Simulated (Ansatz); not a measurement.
CaGeO₃ in space group Pnma (No. 62; Ca on 4c, Ge on 4b, O on 8d, O on 4c), DFT-PBEsol in the program Ansatz with PAW potentials. The conduction-band minimum lies at Γ, with 1 equivalent valley. Second derivatives d²E/dk² of the lowest band at one valley (eV·Å²), along Cartesian directions:

```tsv
direction	d²E/dk²
[100]	16.39
[010]	12.80
[001]	10.17
[110]	14.59
[101]	13.28
[011]	11.48
```

Question: Find the principal effective masses, the density-of-states mass and the conductivity mass.

Answer: Off-diagonal terms follow from H_xy = H[110] − (H_xx + H_yy)/2, and m*/mₑ = 7.620 eV·Å² over each eigenvalue: 0.46, 0.60, 0.75. One valley's DOS mass (m₁m₂m₃)^(1/3) = 0.59, conductivity mass 3/(Σ 1/mᵢ) = 0.58 mₑ.

Question: What effective density of states Nc follows at 300 K for parabolic valleys?

Answer: Nc = 2.509e19 × 1 × (0.59)^(3/2) ≈ 1.1e19 cm⁻³.

The first step of the workflow began from a Materials Project structure, measured or hypothetical; the Crystallography Open Database files this formula in space group No. 62, but the cells were not matched. Whether it is the stable phase at ambient conditions was not checked. The PBEsol relaxation kept the symmetry of its start; its stability against distortions is not shown here. Spin–orbit coupling is left out wherever it is not named.

Potentials: the later of the program's two PAW sets.

Edges and masses are those of Kohn–Sham bands, whose gap is no quasiparticle gap.
